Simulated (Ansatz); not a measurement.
# CaCr2, all-electron reference calculation

This is CaCr2 placed on the sites of a rock-salt lattice with a pair of atoms on one site (a generated, not necessarily known, phase), then sheared and rattled, one atom being moved towards a neighbour.

Level of theory: DFT, PBE, all-electron full-potential LAPW, scalar-relativistic valence, Dirac core shells, point nucleus in Ansatz 0.2 development build. Sampling: 2×2×2 (half-step shift) mesh with 0.15 eV Fermi–Dirac smearing (a coarse mesh, not converged over the zone). For a metal, stress, forces and moments on so few k-points can be far from the converged ones. On this fcc-type cell the shift lowers the mesh's symmetry. No spin polarisation. So it leaves out the moments that atoms of Cr often carry. Atoms are numbered as listed.

```
Ca Cr
1.0
    -3.20513    0.04133    3.37765
    -0.07460    3.00102    3.34438
    -3.22190    3.05106    0.02456
Ca Cr
1 2
Direct
  0.71416 0.28165 0.94969
  0.11076 0.68864 0.33620
  0.29374 0.92095 0.58454
```

```csv
atom,Fx (eV/Å),Fy (eV/Å),Fz (eV/Å)
Ca1,0.642,0.335,-0.334
Cr2,-0.238,0.251,-0.491
Cr3,-0.404,-0.586,0.824
```

Stress (GPa; xx, yy, zz, yz, xz, xy; compression positive): -0.76, 4.03, -4.67, -10.74, 6.73, 13.27.

The pressure is -0.47 GPa. The largest force is 1.089 eV/Å.

All-electron DFT: CaCr₂

This is generated CaCr₂ built from a rock-salt lattice with a pair of atoms on one site and then distorted.

Same method, mesh 2×2×2 with shift 0.5, 0.5, 0.5. Spin-restricted. With Cr in the cell, a run with spin could end lower.

Lattice in Å, fractional positions:
```yaml
crystal:
  lattice:
    - [-3.37179, -0.04798, 3.11199]
    - [0.09210, 3.43139, 3.15611]
    - [-3.18813, 3.20363, 0.13567]
  atoms:
    - { symbol: Ca, position: [0.21485, 0.55130, 0.09680] }
    - { symbol: Cr, position: [0.55114, 0.97376, 0.48601] }
    - { symbol: Cr, position: [0.84358, 0.18272, 0.66870] }
```

Forces (eV/Å): Ca1 (0.631, 0.261, 0.653); Cr2 (0.290, -0.510, 0.647); Cr3 (-0.921, 0.250, -1.300).

Stress xx yy zz yz xz xy in GPa, positive in compression: -5.35 -9.58 3.41 -7.49 12.65 5.82.

```
Pressure      : -3.84 GPa
Largest force : 1.613 eV/Å
```
